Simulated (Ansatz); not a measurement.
Consider the following.

GePd:
```cif
data_GePd
_chemical_formula_sum 'Pd1 Ge1'
_space_group_name_H-M_alt 'P 1'
_space_group_IT_number 1
_cell_length_a 3.14236
_cell_length_b 3.14236
_cell_length_c 3.14236
_cell_angle_alpha 90.000
_cell_angle_beta 90.000
_cell_angle_gamma 90.000
loop_
_space_group_symop_operation_xyz
  'x, y, z'
loop_
_atom_site_label
_atom_site_type_symbol
_atom_site_fract_x
_atom_site_fract_y
_atom_site_fract_z
_atom_site_occupancy
Pd1 Pd 0.00000 0.00000 0.00000 1
Ge1 Ge 0.50000 0.50000 0.50000 1
```

This is the r²SCAN-relaxed structure.

Task: All from DFT-r²SCAN in the program Ansatz with PAW potentials, unless another level is named. Estimate the electronic character.

Result: metallic (no gap).

Task: Next, the density of states at the Fermi level?

Result: 0.43 states/eV per atom (mean over ±0.08 eV).

Task: And the gap with spin–orbit coupling?

Result: none (metallic).

Space group Pm-3m (CsCl type). A made-up cell: these elements were put on the sites of a structure type; neither database checked (COD, Materials Project) lists it. COD files the formula under space group No. 62. Its standing as an ambient phase is unchecked. Symmetry was held in the r²SCAN relaxation; its stability against distortions is not shown here. The run is not spin-polarised. Scalar-relativistic: spin–orbit coupling is off unless named, which matters more the heavier the elements.

Potentials: the earlier of the program's two PAW sets.
